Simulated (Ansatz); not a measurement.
A plane-wave DFT run in Ansatz 0.2.0 (scalar-relativistic PAW potentials unless the input names others): input and command.

```yaml
crystal:
  lattice:
    - [4.2134334814, 0.0, 0.0]
    - [-2.1067167407, 3.648940432, 0.0]
    - [0.0, 0.0, 5.3327936177]
  atoms:
    - { symbol: Rb, position: [0.0, 0.0, 0.0] }
    - { symbol: P, position: [0.3333333333, 0.6666666667, 0.5] }
    - { symbol: P, position: [0.6666666667, 0.3333333333, 0.5] }
basis:
  ecutwfc: 420
kpoints:
  mp_grid: { grid: [12, 12, 10] }
hamiltonian:
  xc: pbe
scf:
  occupations: { method: gaussian, width: 0.1 }
  max_iter: 50
output:
  forces: true
  eigenvalues: true
  stress: true
relax:
  adjacent_minimum: "off"
  f_tol: 0.01
  max_steps: 80
  cell: { stress_tol: 0.05 }
magnetization:
  spin_polarized: 2.5
```

```bash
ansatz run input.yaml --threads 1 --pin off --max-ram 2560MiB --backend cpu --events-out ev --progress --plain --runs-dir out
```

Will this input run?

The program refuses it, because of a value of the wrong type (magnetization.spin_polarized: not typed → 2.5). Without that key it is accepted.

Abridged log:
```
Error: YAML parse error: error: line 29 column 19: invalid boolean (strict mode expects true/false)
  --> <input>:29:19
   |
27 |   cell: { stress_tol: 0.05 }
28 | magnetization:
29 |   spin_polarized: 2.5
   |                   ^ invalid boolean (strict mode expects true/false)
```